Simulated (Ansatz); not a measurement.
CoLi7Nb7O24Ti in space group P1 (No. 1; Pearson symbol aP40), plane-wave PAW PBE (Ansatz code), all energies at zero smearing, with the estimated change up to a 700 eV cutoff added, with one set of potentials and settings (totals compare only within such a set). Cell of 40 atoms (1 Co, 7 Li, 7 Nb, 24 O, 1 Ti): -54584.099 eV.

```tsv
element	reference phase	E (eV/atom)
Co	P6_3/mmc, 2 atoms in the cell, spin-polarised	-5126.1559
Li	Fm-3m, 1 atoms in the cell	-204.6902
Nb	Im-3m, 1 atoms in the cell	-4552.2836
O	C2/m, 4 atoms in the cell, spin-polarised	-565.0000
Ti	P6/mmm, 3 atoms in the cell	-2499.6739
```

Formation energy per atom, worked out: (-54584.099 − 1×(-5126.1559) − 7×(-204.6902) − 7×(-4552.2836) − 24×(-565.0000) − 1×(-2499.6739))/40 = -2.486 eV/atom (-240 kJ per mol of atoms), at 0 K, without zero-point energy or fitted corrections.

The start of the workflow was typed in or built on a structure type; neither database checked (COD, Materials Project) lists it. Its standing as an ambient phase is unchecked. Symmetry was held in the PBE relaxation; whether a distortion lowers the energy is not shown. The final state is ferromagnetic, the only order run, not a proven ground state. No Hubbard U is applied. The references are the lowest solids computed at this level, not always the standard phases (solids in place of the gases).

Potentials: the later of the program's two PAW sets.
